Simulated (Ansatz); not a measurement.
BN (wurtzite, space group No. 186), plane-wave PAW PBEsol (Ansatz code). The conduction-band minimum lies at K, with 2 equivalent valleys. Second derivatives d²E/dk² of the lowest band at one valley (eV·Å²), along Cartesian directions:

```tsv
direction	d²E/dk²
[100]	15.27
[010]	15.27
[001]	25.40
[110]	15.27
[101]	20.34
[011]	20.34
```

Task: Find the principal effective masses, the density-of-states mass and the conductivity mass.

Result: Off-diagonal terms follow from H_xy = H[110] − (H_xx + H_yy)/2, and m*/mₑ = 7.620 eV·Å² over each eigenvalue: 0.30, 0.50, 0.50. One valley's DOS mass (m₁m₂m₃)^(1/3) = 0.42, conductivity mass 3/(Σ 1/mᵢ) = 0.41 mₑ.

Task: What effective density of states Nc follows at 300 K for parabolic valleys?

Result: Nc = 2.509e19 × 2 × (0.42)^(3/2) ≈ 1.4e19 cm⁻³.

Space group P6_3mc (wurtzite). Symmetry was held in the PBEsol relaxation.

Potentials: the later of the program's two PAW sets.

Edges and masses are those of Kohn–Sham bands, whose gap is no quasiparticle gap.
